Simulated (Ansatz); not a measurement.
La2CdNi2 with kpoints.mp_grid.grid changed

Computed with the plane-wave PAW code Ansatz (scalar-relativistic, PAW set soft_2): PBEsol, no spin polarisation, 420 eV cutoff, k-mesh 8×8×8. These are the settings of the reference run.

Cell:

```
Cd La Ni
1.0
     2.00082   -7.23406    0.00000
     2.00082    7.23406    0.00000
     0.00000    0.00000    3.79682
Cd La Ni
1 2 2
Direct
  0.00000 0.00000 0.00000
  0.63911 0.36089 0.50000
  0.36089 0.63911 0.50000
  0.80196 0.19804 0.00000
  0.19804 0.80196 0.00000
```

The reference run of this cell is solved again as a single point with these keys changed:

| key | reference run | changed run |
| --- | --- | --- |
| kpoints.mp_grid.grid | [8, 8, 8] | [6, 6, 6] |

Q: Does this change matter?

A: 

| quantity | reference run | changed run |
| --- | --- | --- |
| energy, changed less reference (meV an atom) | 0 | -6.3 |
| pressure (GPa) | 0.0 | -0.1 |
| largest force (eV/Å) | 0.00 | 0.01 |
| gap on the mesh (eV) | 0.00 | 0.00 |

The energy moves by 6.3 meV an atom (0.03 eV for the cell). It took 8 iterations from the trained starting density.

Caveats: the reference run: a metal with Cr, Mn, Fe, Co or Ni was run without spin, and may be magnetic; a single point, atoms not relaxed again.
